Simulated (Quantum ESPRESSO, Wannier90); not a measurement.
**Tight-binding from DFT: ZrPbO₃ (Amm2)**

```yaml
crystal:
  lattice:
    - [4.17636, 0.00000, 0.00000]
    - [0.00000, 2.98069, 3.06698]
    - [0.00000, -2.98069, 3.06698]
  atoms:
    - { symbol: Zr, position: [0.50000, 0.50688, 0.50688] }
    - { symbol: Pb, position: [0.00000, 0.94502, 0.94502] }
    - { symbol: O, position: [0.50000, 0.03203, 0.56315] }
    - { symbol: O, position: [0.50000, 0.56315, 0.03203] }
    - { symbol: O, position: [0.00000, 0.55991, 0.55991] }
```

Structure: Materials Project mp-20337, symmetrised, not relaxed again. COD (Crystallography Open Database) has the formula in 2 space groups, this one among them (matched by group alone). Computed values, not measurements, from PBEsol: Quantum ESPRESSO (norm-conserving PseudoDojo potentials, cutoff 68 Ry, no spin polarisation, no spin-orbit coupling) on a Γ-centred 6×6×6 mesh, then Wannier90. Density: 8×8×8 mesh, cold smearing 0.01 Ry. Spin-orbit coupling is left out although heavy elements are present.

Functional, cutoff and mesh named above are those of the base row (6×6×6); the first column says what each row takes instead. Model: 10 functions from bands 13-22, start SCDM (isolated) (the valence bands). Energies are relative to the valence-band maximum; the misfit is to pw.x on a path, for all bands of the set. Only the mesh of Bloch states changes. Ω_total can sit in another minimum from row to row; Ω_I of an isolated set cannot. A star marks runs that hit the step limit.

| mesh | Ω_I (Å²) | Ω_total (Å²) | rms misfit (meV) | k-points (cost) | rough cost of nscf and overlaps (first row = 1) |
|---|---|---|---|---|---|
| 2×2×2 | 10.89 | 11.21 | 73 | 8 | 1.0 |
| 3×3×3 | (withheld) | 13.01* | 42 | 27 | 2.2 |
| 4×4×4 | 13.45 | 13.72 | 6.5 | 64 | 4 |
| 5×5×5 | 13.85 | 14.11* | 5.2 | 125 | 9 |
| 6×6×6 | 14.08 | 14.32* | 0.9 | 216 | 14 |
| 7×7×7 | 14.22 | 14.46* | 0.9 | 343 | 22 |

### Question
Fill in the missing entries.

### Answer

- 3×3×3, Ω_I (Å²): 12.69
